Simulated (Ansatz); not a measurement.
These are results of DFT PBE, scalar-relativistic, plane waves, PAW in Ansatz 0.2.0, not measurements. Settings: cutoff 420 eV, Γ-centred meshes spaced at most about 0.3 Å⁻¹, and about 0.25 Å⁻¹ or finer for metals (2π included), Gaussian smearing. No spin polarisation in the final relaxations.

These are static total energies at zero pressure.

Compare these two cells of Hf4Te, each relaxed at this level.

A.

```
CELL_PARAMETERS angstrom
-3.22950 3.22950 3.22950
3.22950 -3.22950 3.22950
3.22950 3.22950 -3.22950
ATOMIC_POSITIONS crystal
Hf 0.00000 0.00000 0.50000
Hf 0.00000 0.50000 0.00000
Hf 0.50000 0.00000 0.00000
Hf 0.50000 0.50000 0.50000
Te 0.00000 0.00000 0.00000
```

B.

```
CELL_PARAMETERS angstrom
-2.72302 2.72302 4.23401
2.72302 -2.72302 4.23401
2.72302 2.72302 -4.23401
ATOMIC_POSITIONS crystal
Hf 0.32330 0.32330 0.00000
Hf 0.67670 0.67670 0.00000
Hf 0.50000 0.00000 0.50000
Hf 0.00000 0.50000 0.50000
Te 0.00000 0.00000 0.00000
```

Problem. Which form is favoured at zero pressure, and by what margin per atom?

Solution. B is lower, by 0.45 eV/atom. A has space group Im-3m (No. 229), 26.9 Å³/atom and no gap on its mesh; B has space group I4/mmm (No. 139), 25.1 Å³/atom and no gap. Counting Hf atoms around Te (those within 1.25 times the shortest such distance or 1.15 times the sum of covalent radii, 1.27 where that leaves under three), A has Te 8 and B has Te 6. The denser one is the lower, and pressure would at first widen the difference. Even the lower one lies +0.22 eV/atom against the reference forms of the elements (uncorrected), so neither is stable at this level. In A, Hf has 2 Te at 2.80 Å and 6 Hf at 3.23 Å; Te has 8 Hf at 2.80 Å. In B, Hf on a site of symmetry 4mm is surrounded by 1 Te at 2.74 Å and 5 Hf at 2.99–3.11 Å; Hf on a site of symmetry mmm is surrounded by 2 Te at 2.72 Å and 4 Hf at 3.11 Å; Te is surrounded by 6 Hf at 2.72–2.74 Å. Both come from invented guesses.

These runs have no spin–orbit coupling, which can matter for Hf and Te. Cells relaxed within their symmetry can be saddle points.
